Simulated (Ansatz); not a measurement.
BaGaHO2:
```yaml
crystal:
  lattice:
    - [3.97577, 0.00000, 0.00000]
    - [0.00000, 3.97577, 0.00000]
    - [0.00000, 0.00000, 3.84706]
  atoms:
    - { symbol: Ba, position: [0.50000, 0.50000, 0.50000] }
    - { symbol: Ga, position: [0.00000, 0.00000, 0.00000] }
    - { symbol: O, position: [0.50000, 0.00000, 0.00000] }
    - { symbol: O, position: [0.00000, 0.50000, 0.00000] }
    - { symbol: H, position: [0.00000, 0.00000, 0.50000] }
```

Relaxed with PBEsol.

Question: Give the optical modes at the zone centre with their infrared activity from DFPT, plane-wave PAW PBEsol (Ansatz code).

Answer: Transverse frequencies, without the LO–TO term; a row sums one degenerate level.

```tsv
ω (cm⁻¹)	degeneracy	IR ((D/Å)²/amu)	activity	symmetry
37i	1	28.93	IR	A2u
154	2	1.47	IR	Eu
163	1	14.69	IR	A2u
225	1	0.00	IR-inactive	B2u
260	2	37.47	IR	Eu
446	2	31.49	IR	Eu
872	2	13.69	IR	Eu
942	1	78.46	IR	A2u
```

Question: How high does the top mode go among those that the LO–TO term moves?

Answer: 907 cm⁻¹ for q along x, 907 cm⁻¹ for q along y, 1138 cm⁻¹ for q along z.

Space group P4/mmm. The start of the workflow was typed in or built on a structure type; neither database checked (COD, Materials Project) lists it. Its standing as an ambient phase is unchecked. The PBEsol relaxation kept the symmetry of its start; phonons show weakly imaginary modes. Scalar-relativistic: spin–orbit coupling is off unless named, which matters more the heavier the elements.

Potentials: the earlier of the program's two PAW sets. The files were generated under PBE; for other functionals the program regenerates the frozen cores, and for LDA and PBEsol the local potential too.
